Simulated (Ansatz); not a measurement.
Cu:
```
Cu
1.0
    0.00000     1.78164     1.78164
    1.78164     0.00000     1.78164
    1.78164     1.78164     0.00000
Cu
1
Direct
  0.00000   0.00000   0.00000
```

Relaxed with plane-wave PAW PBEsol (Ansatz code). Indices refer to the conventional cell of Fm-3m, a = 3.563 Å, b = 3.563 Å, c = 3.563 Å, α = 90.00°, β = 90.00°, γ = 90.00°.

Simulate the powder diffraction pattern (Cu Kα, λ = 1.54184 Å; lines above 1 %) up to 2θ = 90°.

Simulated powder pattern, Cu Kα, λ = 1.54184 Å (kinematic, ideal powder, no thermal factors, no anomalous dispersion; the 30 strongest lines at most, above 1 %, up to 2θ = 90°):

```json
[
 {"2θ (°)": "44.02", "d (Å)": "2.057", "I/Imax (%)": "100", "hkl": "(111)"},
 {"2θ (°)": "51.28", "d (Å)": "1.782", "I/Imax (%)": "47", "hkl": "(200)"},
 {"2θ (°)": "75.46", "d (Å)": "1.260", "I/Imax (%)": "26", "hkl": "(220)"}
]
```

The PBEsol relaxation kept the symmetry of its start. The run is not spin-polarised.

Potentials: the earlier of the program's two PAW sets.
